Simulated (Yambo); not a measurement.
Yambo run on MgV₂O₆ (space group C2/m, No. 12). The wavefunctions are PBEsol (Quantum ESPRESSO, PseudoDojo norm-conserving, 84 Ry, scalar-relativistic) ones on a 4×4×2 mesh (36 occupied bands); a = b = 5.194 Å, c = 7.055 Å, α = β = 105.13°, γ = 39.80°.

Yambo input:

```
rim_cut
HF_and_locXC
RandQpts= 1000000
RandGvec= 1 Ry
EXXRLvcs= 84 Ry
VXCRLvcs= 336 Ry
% QPkrange
 1 | 1 | 36 | 37 |
 2 | 2 | 36 | 37 |
 5 | 5 | 36 | 37 |
 6 | 6 | 36 | 37 |
 13 | 13 | 36 | 37 |
 14 | 14 | 36 | 37 |
%
```

k points by index: 1 = Γ, 2 = (0, 0, -0.5), 5 = (0, -0.5, 0), 6 = (0, -0.5, -0.5), 13 = (-0.5, -0.5, 0), 14 = (-0.5, -0.5, -0.5).

The o-*.hf file then holds:

```
#    K-point    Band    Eo [eV]    Ehf [eV]    Vxc [eV]    Vnlxc [eV]
#
    1    36    -0.081942    -5.239721    -19.47015    -24.62793
    1    37    2.791949    9.692878    -21.90720    -15.00627
    2    36    0.000000    -5.119944    -19.61411    -24.73406
    2    37    2.776868    9.872676    -22.00378    -14.90797
    5    36    -0.071756    -4.927654    -19.57412    -24.43002
    5    37    2.538683    9.815880    -22.14640    -14.86920
    6    36    -0.108697    -4.910252    -19.57560    -24.37716
    6    37    2.576002    9.919781    -22.15470    -14.81092
    13    36    -0.122415    -5.330865    -19.38402    -24.59247
    13    37    2.915573    9.679133    -21.95199    -15.18843
    14    36    -0.148125    -5.310999    -19.38759    -24.55046
    14    37    2.966788    9.918818    -22.18067    -15.22864
```
Exchange alone, without screening.

Geometry of the Materials Project entry, not relaxed at this level.

The runs are not spin-polarised; magnetic order was not tried.
